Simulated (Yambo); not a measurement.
Data:

```
Si
1.0
    0.00000     2.72185     2.72185
    2.72185     0.00000     2.72185
    2.72185     2.72185     0.00000
Si
2
Direct
  0.75000   0.75000   0.75000
  0.50000   0.50000   0.50000
```

Workflow: PBE (pw.x of Quantum ESPRESSO, ONCV potentials, scalar-relativistic), then G0W0 in Yambo (4×4×4 Γ-centred k mesh, 148 bands and a 14 Ry block in the screening, 148 bands in G with the Bruneval-Gonze terminator, plasmon pole fitted at 27.2 eV).

**Question.** Give the PBE and G0W0 gaps between the band edges found on this mesh, and say where the edges lie.

**Answer.** Edges: Γ → X. PBE: 0.72 eV; G0W0: 1.33 eV. The mesh misses an edge: along a dense path the PBE gap is 0.59 eV. Nearest settings tried, and what they do to the gap: 90 bands in W, 90 bands in G: -16 meV; 6 Ry block (89 vectors against 283): -87 meV. Not varied: mesh. So the settings aren't converged at that level. 

Geometry of the Materials Project entry, not relaxed at this level.
